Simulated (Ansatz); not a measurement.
A: Os (hcp, Mg type), a = b = 2.738 Å, c = 4.316 Å, α = β = 90.00°, γ = 120.00°
B: Ge2Sb2Te5 (Ge2Sb2Te5-Kooi type, space group P-3m1), a = 4.266 Å, b = 4.266 Å, c = 17.619 Å, α = 90.00°, β = 90.00°, γ = 120.00°
C: Lu (hcp, Mg type), a = b = 3.504 Å, c = 5.452 Å, α = β = 90.00°, γ = 120.00°
D: BaTiO3 (tetragonal-perovskite type, space group P4mm), a = b = 3.972 Å, c = 4.113 Å, α = β = γ = 90.00°
E: NbAu2 (space group P6/mmm), a = b = 4.660 Å, c = 2.746 Å, α = β = 90.00°, γ = 120.00°

Scan: energy against volume (even scaling of the relaxed cell, symmetry kept). All come from one method, each on a k mesh of its own. All were relaxed with their symmetry unable to fall. BaTiO3 is run without spin polarisation. Lu is run without spin polarisation. NbAu2 is run without spin polarisation. Os is run without spin polarisation. Spin-orbit coupling is left out.

Question: Rank these by bulk modulus at fixed cell shape (fitted) (highest first), as r2SCAN (plane waves to 500 eV, PAW, scalar-relativistic; Ansatz, a quantum-chemistry and plane-wave program) gives it.

Answer: A (428 GPa), E (195 GPa), D (144 GPa), C (46.9 GPa), B (29.3 GPa)

(A scan under strain: stresses follow from slopes of the energy per volume, elastic moduli from its curvatures.)
